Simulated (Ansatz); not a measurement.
Consider the following.

AlP (NiAs type, P6_3/mmc), a = b = 3.5703 Å, c = 5.7567 Å, α = β = 90.00°, γ = 120.00°.

This is the PBEsol-relaxed structure.

All from plane-wave PAW PBEsol (Ansatz code), unless another level is named. Predict the electronic character.

metallic (no gap).

Give the formation energy from the elements (no fitted shifts).

-0.41 eV/atom.

And the density of states at the Fermi level?

0.18 states/eV per atom (mean over ±0.08 eV).

The start of the workflow was typed in or built on a structure type; neither database checked (COD, Materials Project) lists it. It is not the phase usual at ambient conditions (space group No. 216). The PBEsol relaxation kept the symmetry of its start; its stability against distortions is not shown here. The references are the lowest solids computed at this level, not always the standard phases.

Potentials: the earlier of the program's two PAW sets. The files were generated under PBE; for other functionals the program regenerates the frozen cores, and for LDA and PBEsol the local potential too.
